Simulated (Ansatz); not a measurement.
## SrMg: moving Sr off its site

SrMg, Pm-3m, a = 3.900 Å (as given, not relaxed at this level: 6.6 GPa). The structure is a COD entry; whether it is the stable form wasn't checked. Ansatz: r2SCAN, PAW, 500 eV, Γ-centred 12×12×12 mesh on 2 atoms, Gaussian smearing 0.15 eV; no spin polarisation.

```
Sr Mg
1.0
     3.90000    0.00000    0.00000
     0.00000    3.90000    0.00000
     0.00000    0.00000    3.90000
Sr Mg
1 1
Direct
  0.50000 0.50000 0.50000
  0.00000 0.00000 0.00000
```

Atom 1 (Sr) moves by x along the unit vector (-1.000, 0.000, 0.000), with its periodic images; all else is held. y is the free energy of the cell over the start, F the force along the path summed over the moved atoms. Symmetry makes y even in x.

| x (Å) | y (meV) | F (eV/Å) |
| --- | --- | --- |
| -0.5000 | ? | ? |
| -0.2500 | 109.8 | 0.87 |
| 0.0000 | 0.0 | 0.00 |
| 0.0625 | 6.9 | -0.22 |
| 0.1250 | 27.7 | -0.44 |
| 0.1875 | 62.0 | -0.66 |
| 0.3125 | 170.5 | -1.07 |
| 0.3750 | 243.7 | -1.27 |
| 0.4375 | 328.8 | -1.45 |

Q: Fit y = c2 x² + c4 x⁴ to the energies of the other rows, give the force constant, and predict energy and force of the missing row.

A: Least squares on the rows shown. y = 1775.2 x² − 299.84 x⁴. The force constant is 2 c2 = 3.55 eV/Å², for the cell as given, at 6.6 GPa (for all images moving together, not for a lone atom). With two atoms in a cubic cell this is the optical mode at Γ (in a metal it hangs on mesh and smearing): ω = 521.5 √(2 c2/μ) = 225 cm⁻¹ for μ = 19.03 u. The force −dy/dx at the missing row is 1.63 eV/Å (computed 1.62). At x = -0.5000 the fit asked for gives 425.1 meV. The run gave 425.0 meV, so the fit is 0.1 meV too high, a small miss on the scale of the series.